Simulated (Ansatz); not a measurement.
The cell below belongs to a search over invented structures; it isn't taken from experiment.

Input and command of a plane-wave DFT calculation in Ansatz:

```yaml
crystal:
  lattice:
    - [3.675842551, 0.0, 0.0]
    - [-1.8379212755, 3.1833730295, 0.0]
    - [0.0, 0.0, 9.7376227752]
  atoms:
    - { symbol: Mg, position: [0.0, 0.0, 0.0] }
    - { symbol: Ge, position: [0.3333333333, 0.6666666667, 0.7945846549] }
    - { symbol: Ge, position: [0.3333333333, 0.6666666667, 0.2054153451] }
    - { symbol: Ge, position: [0.6666666667, 0.3333333333, 0.3328476359] }
    - { symbol: Ge, position: [0.6666666667, 0.3333333333, 0.6671523641] }
    - { symbol: Ge, position: [0.0, 0.0, 0.5] }
    - { symbol: "N", position: [0.3333333333, 0.6666666667, 0.0] }
basis:
  ecutwfc: 420
kpoints:
  mp_grid: { grid: [12, 12, 4] }
hamiltonian:
  xc: pbe
scf:
  occupations: { method: gaussian, width: 0.1 }
output:
  forces: true
  stress: true
  eigenvalues: true
relax:
  adjacent_minimum: "off"
  f_tol: 0.01
  max_steps: 30
  cell: { stress_tol: 0.1, fix: [volume] }
```

```bash
ansatz run input.yaml --threads 1 --pin off --max-ram 2560MiB --backend cpu --events-out ev --progress --plain --runs-dir out
```

Processor: Arm Neoverse V1, 1 thread, on a host shared with other jobs.

Task: Estimate time, memory and problem size.

Result: About 3.3 min, peak memory 0.51 GiB. It solves 51 bands at 57 k points (after reduction by symmetry) with about 2241 plane waves, in 35 SCF iterations over 5 ionic steps.
